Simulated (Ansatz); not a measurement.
A trial structure of Al2H2Cl was built thus: close-packed anion layers stacked ABB, with sites between them filled layer by layer (P3m1, No. 156) (elements of the layers in order: H Cl H). Its size is a rough estimate.

```yaml
crystal:
  lattice:
    - [3.18587, 0.00000, 0.00000]
    - [-1.59293, 2.75904, 0.00000]
    - [0.00000, 0.00000, 7.54248]
  atoms:
    - { symbol: Al, position: [0.00000, 0.00000, 0.47954] }
    - { symbol: Al, position: [0.00000, 0.00000, 0.72993] }
    - { symbol: H, position: [0.00000, 0.00000, 0.00000] }
    - { symbol: H, position: [0.33333, 0.66667, 0.61388] }
    - { symbol: Cl, position: [0.33333, 0.66667, 0.29646] }
```

Method: DFT PBE+D3(BJ), scalar-relativistic, plane waves, PAW in Ansatz. Cutoff 420 eV, Gaussian smearing, Γ-centred meshes. Cell and atoms relax first on a coarse mesh and then on a finer one. In between, the cell is made exact in the group found at 0.06 Å. In metals the finer mesh still leaves noise of several meV/atom or more. The steps can't lower the symmetry of their start. No spin polarisation.

A guess keeps its type if space group and coordination stay and the shape of the cell changes little (axis ratios within about 15 %, angles within 6°); the volume may change.

**Question.** Does it keep its structure type, or change into something else?

**Answer.** It doesn't keep its type. The symmetry stays P3m1 (No. 156). The volume per atom grows by 10.4 %, from 13.3 to 14.6 Å³. The shortest distance goes from 1.89 Å (Al–Al) to 1.60 Å (Al–H). The ratio c/a of the conventional cell changes by a factor of 1.07. Counting neighbours within 15 % of an atom's shortest distance, the start has Al 4/5, Cl 4, H 1/6 and the end Al 1/4, Cl 3, H 1/3. In detail, at the end Al on its first site is surrounded by 3 Cl at 2.48 Å, 1 Al at 2.56 Å, 3 H at 3.08 Å and 6 Al at 3.22 Å; around H on its first site lie 1 Al at 1.60 Å, 3 H at 2.53 Å and 3 Cl at 2.99 Å; around Cl lie 3 Al at 2.48 Å, 3 H at 2.99 Å and 6 Cl at 3.22 Å; 2 more sites not described.

```yaml
crystal:
  lattice:
    - [3.22159, 0.00000, 0.00000]
    - [-1.61079, 2.78998, 0.00000]
    - [0.00000, 0.00000, 8.14204]
  atoms:
    - { symbol: Al, position: [0.00000, 0.00000, 0.43873] }
    - { symbol: Al, position: [0.00000, 0.00000, 0.75363] }
    - { symbol: H, position: [0.00000, 0.00000, 0.94985] }
    - { symbol: H, position: [0.33333, 0.66667, 0.73948] }
    - { symbol: Cl, position: [0.33333, 0.66667, 0.23813] }
```

The zero of energy is the elements' standard structures at the same level (Cl₂, H₂ as molecules); no fitted shifts are applied.

**Question.** At what energy does it end?

**Answer.** 0.00 eV/atom. The formation energy is too near zero to say whether this cell lies below the elements.

The last run used a 12×12×6 mesh (in the run's order of axes) for its 5-atom cell and Gaussian smearing of 0.10 eV. For metals, differences of a few meV/atom aren't resolved. The cell is a metal run without spin; a magnetic state may lie lower. With hydrogen, zero-point motion can shift formation energies by some tens of meV/atom. A structure relaxed within its symmetry needn't be a true minimum.

In counts of neighbours, a slash parts the counts of unlike sites.
